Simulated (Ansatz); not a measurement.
**Equation of state of Pb**

```cif
data_structure
_symmetry_space_group_name_H-M 'Fd-3m:1'
_symmetry_Int_Tables_number 227
_cell_length_a 6.8780
_cell_length_b 6.8780
_cell_length_c 6.8780
_cell_angle_alpha 90.000
_cell_angle_beta 90.000
_cell_angle_gamma 90.000
_cell_volume 325.38
loop_
_atom_site_label
_atom_site_type_symbol
_atom_site_symmetry_multiplicity
_atom_site_Wyckoff_symbol
_atom_site_fract_x
_atom_site_fract_y
_atom_site_fract_z
_atom_site_occupancy
Pb1 Pb 8 b 0.00000 0.00000 0.50000 1
```

The runs use the primitive cell with vectors (0.000, 3.439, 3.439), (3.439, 0.000, 3.439), (3.439, 3.439, 0.000) Å, to which the k mesh refers.

Structure from Materials Project entry mp-1247117 (possibly hypothetical), not relaxed further.

Spin–orbit coupling is left out, though it moves levels of the heavy atoms by tenths of an eV or more.

Levels of theory: DFT, LDA, all-electron LAPW, scalar-relativistic (Ansatz 0.2.0); DFT, LDA, PAW with Ansatz's default frozen-core files, scalar-relativistic (Ansatz 0.2.0).

For LAPW: a Γ-centred 8×8×8 k mesh, Fermi–Dirac smearing of 0.05 eV, basis error target 0.25 meV/atom, no spin polarisation. PAW takes a cutoff of 420 eV at this cell (files made with PBE, cores remade for this functional). The Ansatz runs share mesh, smearing and spin set-up. Plane-wave (PAW) pressures include the program's estimate of the Pulay term.

The cell above is scaled evenly, with fractional coordinates and shape held.

Problem. Estimate the equilibrium volume and bulk modulus that full-potential LAPW gives for this fixed shape.

Solution. V0 = 39.74 Å³/atom, B0 = 34 GPa, B0′ = 4.8, from a third-order Birch–Murnaghan fit to these pressures:
```tsv
V/V(cell)	V (Å³/atom)	P, LAPW (GPa)	P, PAW (GPa)
0.9400	38.232	1.44	1.44
0.9500	38.638	1.02	1.02
0.9600	39.045	0.63	0.62
0.9750	39.655	0.08	0.07
0.9800	39.859	-0.10	-0.10
0.9900	40.265	-0.43	-0.43
1.0000	40.672	-0.74	-0.74
1.0100	41.079	-1.03	-1.04
1.0200	41.486	-1.31	-1.31
1.0250	41.689	-1.44	-1.45
1.0400	42.299	-1.82	-1.82
1.0500	42.706	-2.05	-2.05
1.0600	43.112	-2.27	-2.27
```

PAW's V0 lies -0.02 % from the all-electron value and its B0 0.1 %. Symmetry fixes shape and coordinates here, so this is the relaxed modulus.
